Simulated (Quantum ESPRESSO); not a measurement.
# Band energies of ScF₃

```
CELL_PARAMETERS angstrom
      2.85141     1.64626     4.65336
     -2.85141     1.64626     4.65336
      0.00000    -3.29252     4.65336
ATOMIC_POSITIONS crystal
  F  0.72658 0.25000 0.77342
  F  0.27342 0.75000 0.22658
  F  0.77342 0.72658 0.25000
  F  0.22658 0.27342 0.75000
  F  0.25000 0.77342 0.72658
  F  0.75000 0.22658 0.27342
  Sc 0.50000 0.50000 0.50000
  Sc 0.00000 0.00000 0.00000
```

LDA (Quantum ESPRESSO, PseudoDojo norm-conserving, 84 Ry, scalar-relativistic); path ΓLB1,BZΓX,QFP1Z,LP; energies in eV from the valence-band maximum.

```csv
k (1/Å),point,band 28,band 29,band 30,band 31,band 32,band 33,band 34,band 35
0.00,Γ,-0.53,-0.52,-0.01,0.00,0.00,6.16,6.16,6.16
0.45,,-0.53,-0.42,-0.22,-0.21,-0.14,6.56,6.59,6.59
0.67,L,-0.43,-0.38,-0.38,-0.28,-0.28,6.94,6.94,6.98
0.95,,-0.60,-0.51,-0.51,-0.25,-0.25,6.72,6.72,7.00
1.23,B1,-0.79,-0.76,-0.76,-0.24,-0.24,6.62,6.62,7.03
1.23,B,-0.79,-0.76,-0.76,-0.24,-0.24,6.62,6.62,7.03
1.59,,-0.49,-0.47,-0.47,-0.27,-0.27,6.79,6.79,6.99
1.78,Z,-0.41,-0.41,-0.41,-0.30,-0.30,6.94,6.94,6.99
2.00,,-0.54,-0.44,-0.22,-0.22,-0.15,6.56,6.59,6.59
2.45,Γ,-0.53,-0.52,-0.01,0.00,0.00,6.16,6.16,6.16
2.95,,-0.72,-0.38,-0.30,-0.26,-0.15,6.53,6.54,6.83
3.28,X,-0.84,-0.70,-0.52,-0.45,-0.11,6.44,6.91,6.92
3.28,Q,-0.84,-0.70,-0.52,-0.45,-0.11,6.44,6.91,6.92
3.55,F,-0.91,-0.68,-0.53,-0.52,-0.01,6.19,6.97,6.99
3.55,P1,-0.84,-0.70,-0.53,-0.45,-0.11,6.44,6.90,6.92
3.71,,-0.66,-0.55,-0.50,-0.36,-0.19,6.60,6.85,6.88
4.03,Z,-0.41,-0.41,-0.41,-0.30,-0.30,6.94,6.94,6.99
4.03,L,-0.43,-0.38,-0.38,-0.28,-0.28,6.94,6.94,6.98
4.15,,-0.45,-0.41,-0.41,-0.28,-0.26,6.83,6.89,6.92
4.51,P,-0.84,-0.70,-0.53,-0.45,-0.11,6.44,6.90,6.92
```

The LDA gap is direct, 6.16 eV at Γ. Another valence extremum on the path lies within 0.02 eV, too close to call.

Geometry of the Materials Project entry, not relaxed at this level.

The structure is a Materials Project entry; no match was found in the copy of COD used, and its stability was not checked.
